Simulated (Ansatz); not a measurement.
# Structures of Ti3S2: which is lowest?

Plane-wave DFT in Ansatz with scalar-relativistic PAW potentials, cutoff 420 eV, Γ-centred meshes chosen by cell and gap, Gaussian smearing with energies taken to zero width. Every cell was relaxed (cell and atoms) in a run of its own, within the symmetry of its start. Functional: PBE.

Relaxed structures (starts from databases or built by putting these elements on another compound's sites):
A. R-3c, 10 atoms in the computed cell, a = 5.923 Å, c = 16.332 Å; sites (symmetry × multiplicity) Ti .2 × 18, S 3. × 12; start: built
B. R-3m, 5 atoms in the computed cell, a = 3.400 Å, c = 23.908 Å; sites (symmetry × multiplicity) Ti -3m × 3 + 3m × 6, S 3m × 6; start: built

Q: Rank them by energy. Could pressure change the order?

A:
```csv
structure,group,E − E(lowest) (meV/atom),V (Å³/atom),gap on mesh (eV)
B,R-3m,0.0,15.96,0.00
A,R-3c,19.8,16.54,0.00
```

B is lowest, 20 meV/atom under A. The lowest is also the densest of these, so pressure wouldn't bring one of the others in at first order. Other structures may lie lower than all of these, and vibrations aren't counted.